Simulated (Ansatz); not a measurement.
Total density of states per atom from r²SCAN (plane waves, PAW; program Ansatz), in 0.25 eV bins, energy from the Fermi level:

(E (eV), states/eV/atom): (-7.85, 0.00); (-7.60, 0.03); (-7.35, 0.04); (-7.10, 0.05); (-6.85, 0.06); (-6.60, 0.08); (-6.35, 0.10); (-6.10, 0.15); (-5.85, 0.54); (-5.60, 1.08); (-5.35, 1.27); (-5.10, 1.52); (-4.85, 1.35); (-4.60, 1.05); (-4.35, 0.87); (-4.10, 1.27); (-3.85, 1.30); (-3.60, 1.05); (-3.35, 1.31); (-3.10, 1.20); (-2.85, 0.77); (-2.60, 0.68); (-2.35, 1.53); (-2.10, 1.51); (-1.85, 1.26); (-1.60, 1.51); (-1.35, 1.49); (-1.10, 1.32); (-0.85, 1.33); (-0.60, 1.37); (-0.35, 1.11); (-0.10, 0.91); (0.15, 0.94); (0.40, 0.71); (0.65, 0.56); (0.90, 0.64); (1.15, 0.66); (1.40, 0.78); (1.65, 0.83); (1.90, 1.01); (2.15, 1.21); (2.40, 1.51); (2.65, 1.69); (2.90, 1.30); (3.15, 0.85)

Question: Pick the material that matches.
A. Ta3Ru, Fm-3m (Ta on 8c, Ta on 4b, Ru on 4a)
B. GaTc, P-6m2 (Ga on 1f, Tc on 1c)
C. Tc3Ru, P6_3/mmc (Tc on 6h, Ru on 2d)
D. NiSb, P6_3/mmc (Ni on 4f, Sb on 2a, Sb on 2d)

Answer: C, Tc3Ru, P6_3/mmc (Tc on 6h, Ru on 2d). Within 0.5 eV of the Fermi level: Tc 4d 67 %, Ru 4d 23 %. Projections are on Löwdin-orthogonalised atomic valence shells; empty p or d shells of many metals are not among them.

The workflow started from a Materials Project entry (that database holds measured and hypothetical structures alike); the Crystallography Open Database copy checked does not list it. With Tc and Ru taken as one species the cell has the higher symmetry P6_3/mmc, so it may be an ordered model of a mixed-site phase. Its standing as an ambient phase is unchecked. The r²SCAN relaxation kept the symmetry of its start; whether a distortion lowers the energy is not shown. No spin polarisation was allowed. Spin–orbit coupling is left out wherever it is not named.

Potentials: the later of the program's two PAW sets.
